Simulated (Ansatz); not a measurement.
B (α-B12), relaxed with LDA (Ansatz, a quantum-chemistry and plane-wave program, plane waves, PAW): a = b = 4.8408 Å, c = 12.3933 Å, α = β = 90.00°, γ = 120.00°.

- gap (eV): 1.37

Task: The same phase is relaxed and computed with r²SCAN+D4 in the same code. What are the cell and these values now?

Result: a = 4.8839 Å, b = 4.8839 Å, c = 12.4830 Å, α = 90.00°, β = 90.00°, γ = 120.00°.

* **gap (eV)**: 1.58

All cells were relaxed under the symmetry of their starts (and spin orders); stability against distortions was not tested throughout.

Potentials: the earlier of the program's two PAW sets. The files were generated under PBE; for other functionals the program regenerates the frozen cores, and for LDA and PBEsol the local potential too.

Ansatz is a plane-wave DFT program.
